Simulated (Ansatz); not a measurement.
Sr started on a Ti site in cubic perovskite SrTiO3, 40 atoms, charge +2

Method: DFT, PBEsol, PAW, plane waves (Ansatz).

Command:

```sh
ansatz run in.yaml --threads 7 --pin off --max-ram 13300MiB --runs-dir r --events-out ev --progress --plain
```

The input less its lattice and atoms (starting moments on atoms near the defect: 4 μB in all):

```yaml
crystal:
  symmetry: { detect: false }
kpoints:
  mp_grid: { grid: [1, 1, 1], shift: [0.25, 0.25, 0.25] }
hamiltonian:
  xc: pbesol
total_charge: 2
magnetization:
  spin_polarized: true
scf:
  occupations: { method: fermi_dirac, width: 0.01 }
relax:
  f_tol: 0.03
  max_steps: 80
  escape_saddle: false
  adjacent_minimum: "off"
output:
  forces: true
  eigenvalues: true
  populations: true
  charged_corrections: { epsilon: 300 }
```

Start:

```xyz
40
Lattice="7.7828 0.0000 0.0000 0.0000 7.7828 0.0000 0.0000 0.0000 7.7828" Properties=species:S:1:pos:R:3 pbc="T T T"
Sr    7.7691    7.7625    7.7785
Sr    0.0309    0.0085    3.8504
Sr    7.7681    3.8863    0.0016
Sr    7.7633    3.8976    3.8964
Sr    3.8942    7.7552    0.0237
Sr    3.8767    7.7705    3.8352
Sr    3.8870    3.8844    0.0038
Sr    3.8415    3.9236    3.9010
Sr    1.9680    1.9658    1.9479
Ti    1.9783    1.9712    5.8175
Ti    1.9597    5.8217    1.9640
Ti    1.9582    5.8336    5.8341
Ti    5.8440    1.9558    1.9841
Ti    5.8508    1.9579    5.8533
Ti    5.8418    5.8257    1.9365
Ti    5.8179    5.8779    5.8167
O     1.9248    1.9487    7.7523
O     1.9178    1.9491    3.8856
O     1.9124    5.8407    0.0043
O     1.9315    5.8331    3.8861
O     5.8245    1.9517    7.7823
O     5.8852    1.9318    3.8861
O     5.8465    5.8186    7.7783
O     5.8602    5.8468    3.9189
O     0.0089    1.9400    1.9431
O     7.7811    1.9420    5.8243
O     7.7741    5.8378    1.9370
O     0.0040    5.8313    5.8477
O     3.8999    1.9342    1.9627
O     3.8878    1.9589    5.8358
O     3.8988    5.8482    1.9355
O     3.8586    5.8542    5.7981
O     1.9369    0.0039    1.9663
O     1.9443    7.7805    5.8791
O     1.9422    3.9050    1.9493
O     1.9495    3.8632    5.8355
O     5.8441    0.0171    1.9408
O     5.8170    0.0357    5.8084
O     5.8320    3.9049    1.9415
O     5.8317    3.8749    5.8277
```

Steps:

| step | energy less the first (eV) | largest force component (eV/Å) |
| --- | --- | --- |
| start | 0.000 | 5.119 |
| 1 | -2.050 | 2.462 |
| 2 | -2.850 | 0.344 |
| 3 | -2.900 | 0.250 |
| 4 | -3.089 | 0.598 |
| 5 | -3.497 | 0.764 |
| 6 | -3.894 | 0.652 |
| 7 | -4.233 | 0.678 |
| 8 | -4.416 | 0.507 |
| 9 | -4.418 | 0.513 |
| 10 | -4.418 | 0.511 |
| 11 | -4.418 | 0.874 |
| 12 | -4.502 | 0.261 |
| 13 | -4.528 | 0.122 |
| 14 | -4.533 | 0.065 |
| 15 | -4.534 | 0.025 |

A structure on the way, about -2.85 eV from the start:

```
Sr Ti O
1.0
     7.78282    0.00000    0.00000
     0.00000    7.78282    0.00000
     0.00000    0.00000    7.78282
Sr Ti O
9 7 24
Direct
  0.99617 0.99401 0.99433
  0.99283 0.99313 0.50482
  0.99305 0.50546 0.99182
  0.99707 0.50969 0.50847
  0.50398 0.99416 0.99188
  0.50892 0.99743 0.50880
  0.50957 0.50964 0.99557
  0.50919 0.50551 0.50560
  0.25014 0.25148 0.24902
  0.25148 0.25272 0.75013
  0.25203 0.75144 0.25179
  0.25164 0.75169 0.75130
  0.75100 0.24974 0.25114
  0.75017 0.25135 0.75065
  0.75123 0.74952 0.24744
  0.75104 0.75158 0.74783
  0.22785 0.23107 0.97682
  0.25188 0.26219 0.52234
  0.25301 0.74700 0.99706
  0.24992 0.75456 0.50434
  0.74456 0.25189 0.99446
  0.75390 0.25037 0.50186
  0.74996 0.75041 0.99842
  0.74990 0.74934 0.50105
  0.97709 0.23328 0.22800
  0.99387 0.25065 0.74709
  0.99636 0.74698 0.25118
  0.99839 0.75006 0.75065
  0.52278 0.25946 0.26308
  0.50171 0.24860 0.74979
  0.50442 0.75717 0.25071
  0.50131 0.74837 0.74983
  0.23229 0.97843 0.23886
  0.25072 0.99553 0.74545
  0.26723 0.52423 0.26773
  0.24906 0.50372 0.75407
  0.74713 0.99612 0.24999
  0.74846 0.99827 0.74938
  0.75227 0.50433 0.24954
  0.74667 0.50157 0.74676
```

End:

```xyz
40
Lattice="7.7828 0.0000 0.0000 0.0000 7.7828 0.0000 0.0000 0.0000 7.7828" Properties=species:S:1:pos:R:3 pbc="T T T"
Sr    7.7526    7.7495    7.7011
Sr    7.7389    7.7155    4.0029
Sr    7.6755    4.0497    7.6310
Sr    7.6742    4.0518    4.0306
Sr    4.0035    7.7384    0.0355
Sr    3.9005    7.7038    3.8884
Sr    4.0279    3.9913    7.7453
Sr    3.9772    4.0401    3.9482
Sr    1.8117    2.0874    1.9277
Ti    2.0164    2.0138    5.8634
Ti    1.8700    5.9079    1.9316
Ti    1.9772    5.8503    5.8899
Ti    5.7698    1.9793    2.0231
Ti    5.8007    1.9807    5.7514
Ti    5.8929    5.8320    1.9617
Ti    5.8233    5.9027    5.8469
O     2.1070    1.4055    7.5630
O     1.2639    2.0542    4.1413
O     1.8873    6.0356    0.0221
O     1.9620    5.6866    3.9814
O     5.6509    1.9853    7.7159
O     6.1353    1.9299    3.8682
O     5.8814    5.7978    0.0039
O     5.8166    5.8641    3.9096
O     7.4677    2.0445    1.1300
O     7.7653    1.9469    5.9972
O     0.0339    5.4943    1.9737
O     7.7715    5.8644    5.8288
O     4.0317    1.5996    2.0600
O     3.8965    2.0101    5.5056
O     3.9348    6.0300    1.9255
O     3.9032    5.8021    5.9073
O     1.7721    7.6450    2.3427
O     2.0010    7.7400    5.6462
O     2.6349    4.1748    1.9322
O     1.9659    3.8804    6.1245
O     6.0504    7.7049    1.9414
O     5.7808    0.0208    5.8459
O     5.6497    3.8873    2.0221
O     5.8528    3.9011    5.7864
```

The run converged.

Time: 2.3 min of wall time on 7 threads of a Neoverse-V2 processor, on a host shared with other runs; peak host memory 1.5 GiB.

(1) How much energy did the relaxation gain, and which atom moved most?

The moment started at 4 μB and ended at 4.0 μB; no other spin state is shown. The one k point has no symmetry partners, which can distort the end along one axis.

Results:

(1) 4.53 eV in 15 steps, from a start with small random displacements (the gain also holds any tilting of the ideal host); atom 25 (O) moved 0.88 Å, the median atom 0.19 Å (drift of the whole cell removed).
